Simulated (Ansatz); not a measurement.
Input deck for Ansatz 0.2.0, then the block of the output on the nuclei.

The start is a COD entry.

```yaml
crystal:
  lattice:
    - [11.345, 0.0, 0.0]
    - [0.0, 3.994, 0.0]
    - [0.0, 0.0, 11.193]
  atoms:
    - { symbol: Bi, position: [0.4835, 0.25, 0.3257] }
    - { symbol: Bi, position: [0.0165, 0.75, 0.8257] }
    - { symbol: Bi, position: [0.9835, 0.25, 0.1743] }
    - { symbol: Bi, position: [0.5165, 0.75, 0.6743] }
    - { symbol: Bi, position: [0.3407, 0.75, 0.0339] }
    - { symbol: Bi, position: [0.1593, 0.25, 0.5339] }
    - { symbol: Bi, position: [0.8407, 0.75, 0.4661] }
    - { symbol: Bi, position: [0.6593, 0.25, 0.9661] }
    - { symbol: S, position: [0.2835, 0.25, 0.1943] }
    - { symbol: S, position: [0.2165, 0.75, 0.6943] }
    - { symbol: S, position: [0.7835, 0.25, 0.3057] }
    - { symbol: S, position: [0.7165, 0.75, 0.8057] }
    - { symbol: S, position: [0.5495, 0.75, 0.1286] }
    - { symbol: S, position: [0.9505, 0.25, 0.6286] }
    - { symbol: S, position: [0.0495, 0.75, 0.3714] }
    - { symbol: S, position: [0.4505, 0.25, 0.8714] }
    - { symbol: S, position: [0.3767, 0.75, 0.4414] }
    - { symbol: S, position: [0.1233, 0.25, 0.9414] }
    - { symbol: S, position: [0.8767, 0.75, 0.0586] }
    - { symbol: S, position: [0.6233, 0.25, 0.5586] }
kpoints:
  mp_grid: { grid: [3, 7, 3] }
scf:
  occupations: { method: fermi_dirac, width: 0.02 }
hamiltonian:
  xc: pbe
  pseudopotentials: { kind: paw }
output:
  forces: true
  stress: true
  populations: true
  efg:
    quadrupole_moments_barn: { Bi: -0.516, S: -0.0694 }
    contact_densities: true
  write_density: true
  write_potential: true
  elf: true
  volumetric_format: npy
relax:
  f_tol: 0.02
  max_steps: 60
```

```sh
ansatz run input.yaml --threads 2 --pin off --max-ram 5120MiB --backend cpu --events-out ev --progress --plain --runs-dir out
```

The run relaxes the ions first, and the block belongs to the relaxed positions.

Of the output, the block on the nuclei alone is shown; the set-up, the SCF iterations, energies, forces and stress are cut. One atom of each set with nearly equal values is shown.

```
--- PAW observables at the nuclei: V_zz in 10²¹ V/m², potentials from the cell's mean, atoms counted from 1 ---
  atom   1  Bi V_zz =    +7.663974   η = 0.9928   by run symmetry: allowed   C_q = -95.6221 MHz
            electrostatic potential = -17827.607761 V   contact ρ = 17906698.096915 e/Å³
  atom   5  Bi V_zz =   -19.517752   η = 0.0829   by run symmetry: allowed   C_q = +243.5196 MHz
            electrostatic potential = -17827.624240 V   contact ρ = 17906673.117041 e/Å³
  atom   9  S  V_zz =    -2.674972   η = 0.3375   by run symmetry: allowed   C_q = +4.4888 MHz
            electrostatic potential = -1635.847166 V   contact ρ = 19771.384087 e/Å³
  atom  13  S  V_zz =    +4.242280   η = 0.9366   by run symmetry: allowed   C_q = -7.1189 MHz
            electrostatic potential = -1635.811346 V   contact ρ = 19770.720034 e/Å³
  atom  17  S  V_zz =    -8.902411   η = 0.1608   by run symmetry: allowed   C_q = +14.9390 MHz
            electrostatic potential = -1635.933518 V   contact ρ = 19770.895373 e/Å³
```

The relaxation (5 steps) took 4.3 min of wall time (8.3 min of CPU time) and 1.5 GiB at its peak, on 2 threads of Intel Xeon Processor @ 2.50GHz (Skylake/Cascade Lake) (x86_64; 62 cores open to the job, memory cap 5.0 GiB, no GPU), a shared host with a load of 0.8 a core.

Spin–orbit coupling is left out, which shifts gradients on Bi by a few per cent, and by more where contributions nearly cancel.
